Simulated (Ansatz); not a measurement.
# TiFe: from a starting cell to a relaxed one

The start is a relaxed TiFe cell, doubled along one cell vector, shaken by Gaussian noise of σ = 0.08 Å a coordinate. The cell and all atomic positions are relaxed at zero pressure with PBEsol (plane waves to 420 eV, PAW, scalar-relativistic; Ansatz, a quantum-chemistry and plane-wave program). The first steps use a coarse 12×6×12 k-mesh.

Initial structure:
```yaml
crystal:
  lattice:
    - [0.00000, 2.40413, 2.40413]
    - [4.80826, 0.00000, 4.80826]
    - [2.40413, 2.40413, 0.00000]
  atoms:
    - { symbol: Fe, position: [0.01559, 0.99114, 0.04956] }
    - { symbol: Fe, position: [0.05875, 0.48564, 0.96165] }
    - { symbol: Ti, position: [0.48821, 0.24802, 0.49556] }
    - { symbol: Ti, position: [0.45680, 0.78649, 0.48798] }
```
Spin-polarised start, with parallel moments on Fe.

Question: By how much does the energy per atom fall from start to end?

Answer: 0.93 eV/atom.

Question: How does the volume change?

Answer: -10.8 %, from 13.90 to 12.40 Å³/atom.

Question: Does it find its way back to the structure it was made from?

Answer: It does not go back: it reaches Pm-3m (No. 221), CsCl type, 0.83 eV/atom below the parent.

Question: How do the shortest distances between atoms change?

Answer: The closest pairs of elements (up to four, under 3.6 Å), start → end: Fe–Ti 2.12 → 2.53 Å; Fe–Fe 3.28 → 2.92 Å; Ti–Ti 3.21 → 2.92 Å.

Question: What band gap does the relaxed structure have at this level?

Answer: Zero (metallic).

Question: What magnetic moments remain?

Answer: Zero (the starting moments vanished).

Final values are on a 16×16×16 k-mesh of the relaxed cell. The start holds a very short contact (Fe–Ti 2.12 Å). No spin polarisation in the result: the starting moments vanished. A magnetic state may lie lower.

Of the parent cell (Fm-3m (No. 225)): it is a generated cell of TiFe: the first start was made by a random draw of sites in a space group, and the end was not matched to a known phase here, so it may be hypothetical. Known forms of TiFe include space group No. 221.
